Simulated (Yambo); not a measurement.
Li₄WO₅ (space group I4, No. 79), G0W0@LDA in Yambo (4×4×4 mesh, plasmon pole; 6 Ry block, no terminator). The number N of bands in W and G is varied.

| N | x = 1/N | gap (0.25, -0.25, 0.25) → X (eV) | shift of the valence edge (eV) |
|---|---|---|---|
| 51 | 0.01961 | 5.870 | -0.212 |
| 67 | 0.01493 | 5.659 | -0.257 |
| 86 | 0.01163 | 5.577 | -0.345 |
| 106 | 0.00943 | ? | ? |

Task: Basis-set arguments suggest E = E∞ + A x. Fix A and E∞ from the two rows above the withheld one, predict the row at 106 bands, and test the form.

Result: Gap: A = (5.577 − (5.659))/(0.01163 − 0.01493) = 24.8, E∞ = 5.288 eV, so 5.522 eV is predicted; the run gave 5.523 eV (miss 1 meV). The first two rows have slope 45.1, so the form doesn't hold yet over the whole range. Shift: A = (-0.345 − (-0.257))/(0.01163 − 0.01493) = 26.7, E∞ = -0.655 eV, so -0.404 eV is predicted; the run gave -0.427 eV (miss 23 meV). The first two rows have slope 9.62, so the form doesn't hold yet over the whole range. The other settings are held fixed.

Spin-orbit coupling is not included.

Geometry of the Materials Project entry, not relaxed at this level; primitive cell a = 5.0593 Å, b = 5.0593 Å, c = 5.0593 Å, α = 99.48°, β = 99.48°, γ = 132.12°.

The structure is a Materials Project entry; no match was found in the copy of COD used, and its stability was not checked.

A shift is the quasiparticle energy of the state minus its LDA energy.
